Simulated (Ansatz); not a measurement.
LiTaO3:
```
CELL_PARAMETERS angstrom
      3.91965     0.00000     0.00000
      0.00000     3.91965     0.00000
      0.00000     0.00000     3.99915
ATOMIC_POSITIONS crystal
  Ta 0.50000 0.50000 0.40862
  Li 0.00000 0.00000 0.15064
  O  0.50000 0.50000 0.86650
  O  0.50000 0.00000 0.34012
  O  0.00000 0.50000 0.34012
```

x, y and z are the axes in which the lattice vectors are written.

Q: Give the proper piezoelectric stress tensor with relaxed ions from the program Ansatz at the PBEsol level (PAW).

A: In C/m², rows x, y, z, Voigt columns; mesh uncertainty up to 0.01.
```
0.00  0.00  0.00  0.00  1.29  0.00
0.00  0.00  0.00  1.29  0.00  0.00
0.05  0.05  3.59  0.00  0.00  0.00
```

The elastic tensor of the same run (GPa):

```
      1     2     3     4     5     6
-  ----  ----  ----  ----  ----  ----
1   353  45.2  98.9   0.0   0.0   0.0
2  45.2   353  98.9   0.0   0.0   0.0
3  98.9  98.9   240   0.0   0.0   0.0
4   0.0   0.0   0.0  46.4   0.0   0.0
5   0.0   0.0   0.0   0.0  46.4   0.0
6   0.0   0.0   0.0   0.0   0.0  98.1
```

Q: Convert to strain constants d = e·S.

A: In pC/N:
```
 0.0   0.0   0.0   0.0  27.8   0.0
 0.0   0.0   0.0  27.8   0.0   0.0
-4.5  -4.5  18.7   0.0   0.0   0.0
```

Space group P4mm. The start of the workflow was typed in or built on a structure type; neither database checked (COD, Materials Project) lists it. It is not the phase usual at ambient conditions (space group No. 161). The PBEsol relaxation kept the symmetry of its start; its stability against distortions is not shown here. No spin polarisation was allowed. Signs of piezoelectric constants follow the polarity of the cell as given. Spin–orbit coupling is left out wherever it is not named.

Potentials: the earlier of the program's two PAW sets. The files were generated under PBE; for other functionals the program regenerates the frozen cores, and for LDA and PBEsol the local potential too.
